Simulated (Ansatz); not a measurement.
Computed with DFT PBEsol, scalar-relativistic, plane waves, PAW in Ansatz.

Structure of TiN:

```yaml
crystal:
  lattice:
    - [0.00000, 2.10197, 2.10197]
    - [2.10197, 0.00000, 2.10197]
    - [2.10197, 2.10197, 0.00000]
  atoms:
    - { symbol: Ti, position: [0.00000, 0.00000, 0.00000] }
    - { symbol: N, position: [0.50000, 0.50000, 0.50000] }
```

Cutoff 420 eV; k points 18×18×18 on the computed 2-atom cell (Γ-centred); Gaussian smearing, width 0.10 eV; no spin polarisation.

Levels along Γ–X–U | K–Γ–L–W–X, in eV from the Fermi level, sorted by energy at each point. Points in fractions of the primitive reciprocal vectors: Γ (0.000 0.000 0.000), X (0.500 0.000 0.500), U (0.625 0.250 0.625), K (0.375 0.375 0.750), L (0.500 0.500 0.500), W (0.500 0.250 0.750).
| point | k (1/Å, with 2π) | band 7 | band 8 | band 9 | band 10 | band 11 | band 12 | band 13 |
| --- | --- | --- | --- | --- | --- | --- | --- | --- |
| Γ | 0.000 | -2.06 | -2.06 | -0.65 | -0.65 | -0.65 | 0.61 | 0.61 |
| - | 0.213 | -2.41 | -2.41 | -0.82 | -0.15 | -0.15 | 0.66 | 1.51 |
| - | 0.427 | -2.90 | -2.90 | -1.25 | 0.76 | 0.76 | 0.81 | 2.66 |
| - | 0.640 | -3.22 | -3.22 | -1.82 | 1.02 | 1.62 | 1.62 | 3.44 |
| - | 0.854 | -3.36 | -3.36 | -2.38 | 1.27 | 2.23 | 2.23 | 3.93 |
| - | 1.068 | -3.36 | -3.36 | -2.84 | 1.51 | 2.51 | 2.51 | 4.12 |
| - | 1.281 | -3.30 | -3.30 | -3.13 | 1.67 | 2.55 | 2.55 | 4.00 |
| X | 1.495 | -3.26 | -3.26 | -3.23 | 1.74 | 2.54 | 2.54 | 3.87 |
| - | 1.570 | -3.63 | -3.31 | -2.88 | 1.80 | 2.53 | 2.54 | 3.87 |
| - | 1.646 | -4.02 | -3.43 | -2.50 | 1.99 | 2.50 | 2.53 | 3.88 |
| - | 1.721 | -4.41 | -3.62 | -2.12 | 2.27 | 2.45 | 2.53 | 3.89 |
| - | 1.797 | -4.81 | -3.85 | -1.74 | 2.39 | 2.52 | 2.64 | 3.90 |
| - | 1.872 | -5.21 | -4.09 | -1.34 | 2.31 | 2.51 | 3.05 | 3.89 |
| - | 1.948 | -5.59 | -4.33 | -0.92 | 2.21 | 2.48 | 3.49 | 3.87 |
| U | 2.023 | -5.82 | -4.56 | -0.49 | 2.10 | 2.45 | 3.82 | 3.94 |
| K | 2.023 | -5.82 | -4.56 | -0.49 | 2.10 | 2.45 | 3.82 | 3.94 |
| - | 2.249 | -5.65 | -5.12 | 0.80 | 1.68 | 2.26 | 3.59 | 5.19 |
| - | 2.476 | -5.36 | -5.32 | 1.16 | 1.74 | 1.92 | 3.26 | 5.89 |
| - | 2.702 | -5.22 | -4.82 | 0.61 | 1.44 | 1.82 | 2.86 | 5.68 |
| - | 2.929 | -4.71 | -4.12 | 0.11 | 0.87 | 1.25 | 2.28 | 4.62 |
| - | 3.155 | -3.84 | -3.31 | -0.30 | 0.27 | 0.48 | 1.62 | 3.08 |
| - | 3.382 | -2.76 | -2.50 | -0.56 | -0.31 | -0.21 | 0.97 | 1.50 |
| Γ | 3.608 | -2.06 | -2.06 | -0.65 | -0.65 | -0.65 | 0.61 | 0.61 |
| - | 3.793 | -2.50 | -2.50 | -0.50 | -0.50 | -0.35 | 1.07 | 1.07 |
| - | 3.978 | -3.31 | -3.31 | -0.18 | -0.18 | 0.08 | 2.07 | 2.07 |
| - | 4.163 | -4.09 | -4.09 | 0.25 | 0.25 | 0.50 | 3.19 | 3.19 |
| - | 4.348 | -4.75 | -4.75 | 0.76 | 0.76 | 0.99 | 4.26 | 4.26 |
| - | 4.533 | -5.24 | -5.24 | 1.27 | 1.27 | 1.59 | 5.16 | 5.16 |
| - | 4.718 | -5.54 | -5.54 | 1.65 | 1.65 | 2.19 | 5.78 | 5.78 |
| L | 4.903 | -5.64 | -5.64 | 1.79 | 1.79 | 2.49 | 6.00 | 6.00 |
| - | 5.054 | -5.63 | -5.60 | 1.68 | 1.78 | 2.45 | 5.63 | 5.92 |
| - | 5.205 | -5.62 | -5.49 | 1.44 | 1.74 | 2.37 | 5.20 | 5.70 |
| - | 5.356 | -5.60 | -5.34 | 1.19 | 1.57 | 2.35 | 4.72 | 5.35 |
| - | 5.506 | -5.58 | -5.21 | 1.02 | 1.33 | 2.41 | 4.23 | 4.92 |
| - | 5.657 | -5.58 | -5.15 | 0.96 | 1.11 | 2.49 | 3.78 | 4.50 |
| - | 5.809 | -5.58 | -5.25 | 0.96 | 1.00 | 2.53 | 3.46 | 4.18 |
| W | 5.960 | -5.58 | -5.50 | 0.97 | 0.97 | 2.54 | 3.34 | 4.06 |
| - | 6.066 | -5.42 | -5.41 | 0.41 | 1.45 | 2.54 | 3.29 | 4.05 |
| - | 6.173 | -5.20 | -5.15 | -0.19 | 1.84 | 2.54 | 3.15 | 4.02 |
| - | 6.280 | -4.92 | -4.75 | -0.83 | 2.13 | 2.54 | 2.89 | 3.97 |
| - | 6.386 | -4.59 | -4.27 | -1.47 | 2.33 | 2.54 | 2.55 | 3.93 |
| - | 6.493 | -4.20 | -3.79 | -2.10 | 2.17 | 2.45 | 2.54 | 3.90 |
| - | 6.600 | -3.75 | -3.41 | -2.69 | 1.86 | 2.52 | 2.54 | 3.88 |
| X | 6.707 | -3.26 | -3.26 | -3.23 | 1.74 | 2.54 | 2.54 | 3.87 |

Spin polarisation was left out, and a magnetic state may lie lower.